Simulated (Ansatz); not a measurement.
Cu$_{3}$Au:
```cif
data_AuCu3
_chemical_formula_sum 'Cu3 Au1'
_space_group_name_H-M_alt 'P 1'
_space_group_IT_number 1
_cell_length_a 3.71304
_cell_length_b 3.71304
_cell_length_c 3.71304
_cell_angle_alpha 90.000
_cell_angle_beta 90.000
_cell_angle_gamma 90.000
loop_
_space_group_symop_operation_xyz
  'x, y, z'
loop_
_atom_site_label
_atom_site_type_symbol
_atom_site_fract_x
_atom_site_fract_y
_atom_site_fract_z
_atom_site_occupancy
Cu1 Cu 0.00000 0.50000 0.50000 1
Cu2 Cu 0.50000 0.00000 0.50000 1
Cu3 Cu 0.50000 0.50000 0.00000 1
Au1 Au 0.00000 0.00000 0.00000 1
```

Relaxed with PBEsol.

Problem. Decompose the optical modes at the zone centre into irreducible representations, and say which are infrared and Raman allowed.

Solution. Point group m-3m: Γ_opt = 2T1u + T2u. Infrared: T1u. Raman: none.

Problem. Assign frequencies (DFPT, plane-wave PAW PBEsol (Ansatz code)).

Solution. T1u 125, T2u 177, T1u 224 cm⁻¹.

Space group Pm-3m (Cu3Au type). Symmetry was held in the PBEsol relaxation. The run is not spin-polarised. As this level gives no gap, phonon frequencies hold no LO–TO term and depend on the k-mesh and smearing (Fermi–Dirac, 0.1 eV here). Scalar-relativistic: spin–orbit coupling is off unless named, which matters more the heavier the elements.

Potentials: the earlier of the program's two PAW sets. The files were generated under PBE; for other functionals the program regenerates the frozen cores, and for LDA and PBEsol the local potential too.
